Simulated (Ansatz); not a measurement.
**HfC (rocksalt structure)**

Level of theory: DFT, r²SCAN, scalar-relativistic, no spin polarisation; plane waves to 500 eV with PAW datasets (Ansatz 0.2.0), Γ-centred 12×12×12 mesh, 0.05 eV Gaussian smearing; PAW files: Ansatz's generated set soft_2.

```cif
data_structure
_symmetry_space_group_name_H-M 'P 1'
_symmetry_Int_Tables_number 1
_cell_length_a 3.2815
_cell_length_b 3.2815
_cell_length_c 3.2815
_cell_angle_alpha 60.000
_cell_angle_beta 60.000
_cell_angle_gamma 60.000
_cell_volume 24.99
loop_
_atom_site_label
_atom_site_type_symbol
_atom_site_fract_x
_atom_site_fract_y
_atom_site_fract_z
_atom_site_occupancy
Hf1 Hf 0.50000 0.50000 0.50000 1
C1 C 0.00000 0.00000 0.00000 1
```

The compound is reported in the structure type of the start.

Question: Which orbitals carry the states at the Fermi level, and how many states are there?

Answer: Within 0.1 eV of it: C 2p 66 %, Hf 5d 32 % (shares among the projected shells; no valence p shell of Hf is among them). The density of states at the Fermi level is about 0.22 states/eV per cell, averaged over 0.3 eV.

Density of states (tetrahedra, averaged over 0.4 eV; states/eV per cell of 2 atoms; energy in eV from the Fermi level; projections on Löwdin-orthogonalised atomic orbitals, summed over sites):

```csv
E,total,Hf 5d,C 2p,Hf 6s,C 2s,Hf 5p
-6.45,0.01,0.00,0.00,0.00,0.00,0.00
-6.05,0.14,0.05,0.06,0.01,0.00,0.00
-5.65,0.27,0.10,0.12,0.03,0.01,0.00
-5.25,0.47,0.17,0.22,0.04,0.02,0.01
-4.85,0.79,0.28,0.39,0.07,0.02,0.01
-4.45,0.86,0.28,0.45,0.07,0.03,0.01
-4.05,0.89,0.26,0.50,0.08,0.02,0.02
-3.65,0.60,0.17,0.35,0.04,0.02,0.01
-3.25,0.78,0.26,0.46,0.02,0.02,0.02
-2.85,3.52,1.35,2.00,0.01,0.04,0.08
-2.45,2.52,1.07,1.36,0.01,0.02,0.04
-2.05,1.47,0.66,0.77,0.00,0.01,0.02
-1.65,1.01,0.43,0.54,0.00,0.01,0.01
-1.25,0.70,0.26,0.41,0.00,0.01,0.01
-0.85,0.52,0.17,0.33,0.00,0.00,0.01
-0.45,0.32,0.09,0.22,0.00,0.00,0.00
-0.05,0.21,0.07,0.14,0.00,0.00,0.00
0.35,0.24,0.10,0.13,0.00,0.00,0.00
0.75,0.28,0.15,0.12,0.00,0.00,0.00
1.15,0.35,0.22,0.12,0.00,0.00,0.00
1.55,0.45,0.31,0.12,0.00,0.01,0.00
1.95,0.52,0.37,0.12,0.01,0.01,0.00
2.35,0.57,0.42,0.13,0.01,0.01,0.00
2.75,0.63,0.46,0.13,0.01,0.01,0.00
3.15,0.71,0.52,0.14,0.01,0.01,0.00
3.55,0.83,0.61,0.16,0.02,0.02,0.00
3.95,0.88,0.68,0.14,0.02,0.02,0.00
4.35,0.96,0.75,0.14,0.02,0.02,0.00
4.75,1.09,0.86,0.16,0.03,0.02,0.00
5.15,1.40,1.13,0.18,0.03,0.02,0.00
5.55,1.68,1.38,0.20,0.04,0.03,0.00
5.95,2.13,1.67,0.32,0.07,0.03,0.00
```

Scalar-relativistic only: spin–orbit splittings of the heavy atoms' levels are missing.
